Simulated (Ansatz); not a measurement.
**Question.** CeTaN$_{3}$ (cubic perovskite, space group No. 221) is relaxed with the program Ansatz at the r²SCAN level (PAW). What lattice parameters of the conventional cell result?

**Answer.** a = 4.036 Å.

**Question.** Is it a metal or does it have a gap at this level?

**Answer.** No gap at this level.

Space group Pm-3m (cubic perovskite). The start of the workflow was typed in or built on a structure type; neither database checked (COD, Materials Project) lists it. Whether it is the stable phase at ambient conditions was not checked. Symmetry was held in the r²SCAN relaxation; whether a distortion lowers the energy is not shown. The workflow began spin-polarised and lost its moments. The 4f shell is in the valence. No Hubbard U is applied. A small band overlap can be real or an error of a semilocal functional. Spin–orbit coupling is left out wherever it is not named.

Potentials: the later of the program's two PAW sets.
